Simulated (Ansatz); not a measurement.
**MoSe: which magnetic state is lowest?**

Theory: Ansatz, DFT PBE, scalar-relativistic, plane waves, PAW.

```
Mo Se
1.0
     0.00000    2.61016    2.61016
     2.61016    0.00000    2.61016
     2.61016    2.61016    0.00000
Mo Se
1 1
Direct
  0.00000 0.00000 0.00000
  0.50000 0.50000 0.50000
```

```json
{
 "plane-wave cutoff": "420 eV",
 "Γ-centred k-mesh": "14×14×14",
 "occupation rule": "Gaussian smearing, 0.1 eV",
 "list of starting moments (μB, in atom order)": "3.5 0",
 "check for lower electronic states after the SCF": "off"
}
```

Each order was relaxed in cell and atoms. A propagation vector, in units of the reciprocal vectors, doubles the cell, which takes an equally dense mesh. Site moments are spin moments in atom-centred spheres that scale with the neighbour distance. The states are those that the runs reached from these starts; a lower one can exist.

**Question.** Order the starts by the energy of the state that they reach, lowest first.
A. antiferromagnetic, doubled cell, propagation vector (0, 1/2, 1/2)
B. large parallel starting moments
C. no spin

**Answer.** A (0.00 meV/atom), B (53.5 meV/atom), C (79.0 meV/atom).

```csv
start,ends,energy above lowest (meV/atom),site moments (μB),gap on mesh (eV),volume (Å³/atom)
no spin,non-magnetic,79.0,none over 0.05,metal,17.78
large parallel starting moments,ferromagnetic,53.5,Mo +1.96,metal,19.10
"antiferromagnetic, doubled cell, propagation vector (0, 1/2, 1/2)",antiferromagnetic,0.00,"Mo +1.98, Mo -1.98",metal,19.14
```

Cost: 3 runs of about 3.4 core-minutes in all, on Intel Xeon Processor @ 2.70GHz (shared hosts).